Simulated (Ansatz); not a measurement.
**All-electron card of ZrBr**

```
CELL_PARAMETERS angstrom
3.45439 0.00000 0.00000
-1.72719 2.99159 0.00000
0.00000 0.00000 9.98886
ATOMIC_POSITIONS crystal
Zr 0.66667 0.33333 0.62348
Zr 0.33333 0.66667 0.37652
Br 0.66667 0.33333 0.18258
Br 0.33333 0.66667 0.81742
```

Atoms are numbered in the order listed.

The cell is the one relaxed in the Materials Project (mp-1066783), not relaxed further here; entries there can be hypothetical.

Levels of theory: DFT, PBEsol, all-electron LAPW, scalar-relativistic (Ansatz 0.2.0); DFT, PBEsol, PAW with Ansatz's default frozen-core files, scalar-relativistic (Ansatz 0.2.0).

For LAPW: a Γ-centred 12×12×4 k mesh, Fermi–Dirac smearing of 0.08 eV, basis error target 1 meV/atom, no spin polarisation. PAW takes a cutoff of 420 eV at this cell (files made with PBE, cores remade for this functional). The Ansatz runs share mesh, smearing and spin set-up. Values come from LAPW unless marked.

```yaml
Löwdin_charges_with_0.25_e_of_the_cell_spilling_out_of_the_atomic_basis_so_their_sizes_and_signs_hang_on_that_basis: Zr1 0.26, Br3 -0.13 e
Volume_per_atom: 25.81 Å³
```

Largest force: what does the calculation give?

0.289 eV/Å on Br3.

Stress xx, yy, zz (compression positive): what does the calculation give?

-3.10, -3.10, -2.32 GPa.

Bader charges (from the PAW run): what does the calculation give?

Zr1 +0.64, Br3 -0.64 e.

Give the computed value. Pressure at this cell.

-2.84 GPa.

Give the computed value. Density of states at the Fermi level (0.2 eV bin).

2.71 states/eV per cell.

Give the computed value. Band gap.

none: bands cross the Fermi level, a metal.
